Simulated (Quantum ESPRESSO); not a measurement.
**Kohn-Sham bands of CuRhO$_{2}$ (R-3m)**

```yaml
crystal:
  lattice:
    - [-1.54295, 2.67248, 0.00000]
    - [-3.08591, 0.00000, 0.00000]
    - [-1.54295, 0.89083, 5.68845]
  atoms:
    - { symbol: Cu, position: [0.00000, 0.00000, 0.00000] }
    - { symbol: Rh, position: [0.50000, 0.50000, 0.50000] }
    - { symbol: O, position: [0.10716, 0.10716, 0.67851] }
    - { symbol: O, position: [0.89284, 0.89284, 0.32149] }
```

Cell from Materials Project (mp-14116), symmetrised, no further relaxation. COD (Crystallography Open Database) has an entry of this formula and space group (matched by these alone). Method: PBEsol plane waves in Quantum ESPRESSO 7.5 (PseudoDojo norm-conserving files, 74 Ry, spinors with spin-orbit coupling), Bloch states on a 6×6×6 mesh through Γ, Wannier90 4.0.1. Density: 12×12×12 mesh, Gaussian smearing 0.01 Ry. A non-magnetic state is assumed, with no Hubbard U; filled 3d bands tend to lie too high at this level.

Q: List the Kohn-Sham levels between −8 and 3.6 eV relative to the valence-band maximum at the high-symmetry points, as a band run of pw.x on that density gives them (levels within 2 meV counted together).

A: 
```json
[
 {"point": "Γ", "k (reciprocal lattice)": "0.000 0.000 0.000", "levels (eV)": "-6.90 (×2), -6.85 (×2), -4.28 (×2), -3.72 (×2), -3.29 (×2), -3.24 (×2), -2.15 (×2), -2.03 (×2), -1.90 (×2), -1.87 (×2), -1.60 (×2), -1.54 (×2), -0.78 (×2), 2.05 (×2), 2.71 (×2), 2.80 (×2)"},
 {"point": "T", "k (reciprocal lattice)": "0.000 0.000 0.500", "levels (eV)": "-7.40 (×2), -6.82 (×2), -6.76 (×2), -5.99 (×2), -3.87 (×2), -3.80 (×2), -3.61 (×2), -2.02 (×2), -1.79 (×2), -1.78 (×2), -1.75 (×2), -1.18 (×2), -1.06 (×2), -0.29 (×2), 2.41 (×2), 2.50 (×2), 3.21 (×2)"},
 {"point": "H_2", "k (reciprocal lattice)": "-0.317 -0.634 0.183", "levels (eV)": "-7.00 (×2), -6.70 (×2), -6.33 (×2), -6.01 (×2), -5.52 (×2), -4.64 (×2), -2.09 (×2), -1.90 (×2), -1.82 (×2), -1.62 (×2), -1.32 (×2), -1.28 (×2), -0.50 (×2), -0.01 (×2), 1.88 (×2), 1.92 (×2)"},
 {"point": "H_0", "k (reciprocal lattice)": "-0.366 -0.683 -0.183", "levels (eV)": "-7.00 (×2), -6.70 (×2), -6.33 (×2), -6.01 (×2), -5.52 (×2), -4.64 (×2), -2.09 (×2), -1.90 (×2), -1.82 (×2), -1.62 (×2), -1.32 (×2), -1.28 (×2), -0.50 (×2), -0.01 (×2), 1.88 (×2), 1.92 (×2)"},
 {"point": "L", "k (reciprocal lattice)": "0.000 -0.500 0.000", "levels (eV)": "-7.58 (×2), -6.69 (×2), -6.14 (×2), -5.76 (×2), -5.32 (×2), -4.59 (×2), -2.52 (×2), -1.79 (×2), -1.55 (×2), -1.42 (×2), -1.30 (×2), -0.86 (×2), -0.61 (×2), -0.52 (×2), 1.88 (×2), 2.38 (×2), 3.03 (×2)"},
 {"point": "S_0", "k (reciprocal lattice)": "-0.342 -0.683 -0.342", "levels (eV)": "-6.98 (×2), -6.63 (×2), -6.39 (×2), -6.05 (×2), -5.53 (×2), -4.64 (×2), -2.09 (×2), -1.91 (×2), -1.83 (×2), -1.58 (×2), -1.34 (×2), -1.27 (×2), -0.48 (×2), -0.01 (×2), 1.84 (×2), 1.92 (×2)"},
 {"point": "S_2", "k (reciprocal lattice)": "-0.342 -0.658 0.000", "levels (eV)": "-6.98 (×2), -6.63 (×2), -6.39 (×2), -6.05 (×2), -5.53 (×2), -4.64 (×2), -2.09 (×2), -1.91 (×2), -1.83 (×2), -1.58 (×2), -1.34 (×2), -1.27 (×2), -0.48 (×2), -0.01 (×2), 1.84 (×2), 1.92 (×2)"},
 {"point": "F", "k (reciprocal lattice)": "-0.500 -0.500 0.000", "levels (eV)": "-7.90 (×2), -6.57 (×2), -6.27 (×2), -5.89 (×2), -4.45 (×2), -4.20 (×2), -2.87 (×2), -2.28 (×2), -1.85 (×2), -1.45 (×2), -1.32 (×2), -0.89 (×2), -0.71 (×2), -0.23 (×2), 1.69 (×2), 2.67 (×2), 2.83 (×2)"}
]
```
